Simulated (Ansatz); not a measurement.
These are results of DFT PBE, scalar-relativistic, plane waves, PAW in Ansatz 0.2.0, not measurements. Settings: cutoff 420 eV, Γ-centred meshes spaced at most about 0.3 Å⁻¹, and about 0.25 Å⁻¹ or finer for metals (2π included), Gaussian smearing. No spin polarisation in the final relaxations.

Temperature and zero-point effects are left out.

Compare these two cells of ZrGa₂S₂, each relaxed at this level.

A.

Space group P6/mmm (No. 191). a = 4.675 Å, b = 4.675 Å, c = 5.214 Å, α = 90.00°, β = 90.00°, γ = 120.00°
```
atom  site  symmetry       x       y       z
  Zr    1a     6/mmm  0.0000  0.0000  0.0000
  Ga    2d      -6m2  0.3333  0.6667  0.5000
   S    2c      -6m2  0.3333  0.6667  0.0000
```

B.

Space group P4mm (No. 99). a = 4.555 Å, b = 4.555 Å, c = 5.429 Å, α = 90.00°, β = 90.00°, γ = 90.00°
```tsv
atom	site	symmetry	x	y	z
Zr	1b	4mm	0.5000	0.5000	0.5497
Ga	2c	2mm.	0.5000	0.0000	0.9179
S	2c	2mm.	0.5000	0.0000	0.3510
```

Task: Which form is favoured at zero pressure, and by what margin per atom?

Result: B is lower, by 173 meV/atom. A has space group P6/mmm (No. 191), 19.7 Å³/atom and no gap on its mesh; B has space group P4mm (No. 99), 22.5 Å³/atom and no gap. Counting S atoms around Ga and Zr (those within 1.25 times the shortest such distance or 1.15 times the sum of covalent radii), A has Zr 6, Ga 2 and B has Zr 4, Ga 1. The lower one is the more open, so pressure narrows the difference. Both come from invented guesses.

Cells relaxed within their symmetry can be saddle points.
